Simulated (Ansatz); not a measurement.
MgO in space group Pm-3n (No. 223; Mg on 6c, O on 6d), r²SCAN in the plane-wave PAW code Ansatz: ε∞ = 2.49, cell volume 173.30 Å³. Infrared-active transverse modes:

```json
[
 {"ω_TO (cm⁻¹)": "200.7", "oscillator strength S_xx (e²/amu)": "0.03405"},
 {"ω_TO (cm⁻¹)": "519.5", "oscillator strength S_xx (e²/amu)": "0.6438"},
 {"ω_TO (cm⁻¹)": "562.2", "oscillator strength S_xx (e²/amu)": "1.135"}
]
```

Task: Compute the static dielectric constant.

Result: Each mode adds (4.921e7/V) S/ω²: 0.24, 0.68, 1.02. So ε0 = 4.42.

The workflow started from a Materials Project entry (that database holds measured and hypothetical structures alike); the Crystallography Open Database copy checked does not list it. It is not the phase usual at ambient conditions (space group No. 225). The cell was relaxed with r²SCAN under the symmetry of its start; of distortions, only those at the zone centre were tested.

Potentials: the later of the program's two PAW sets.
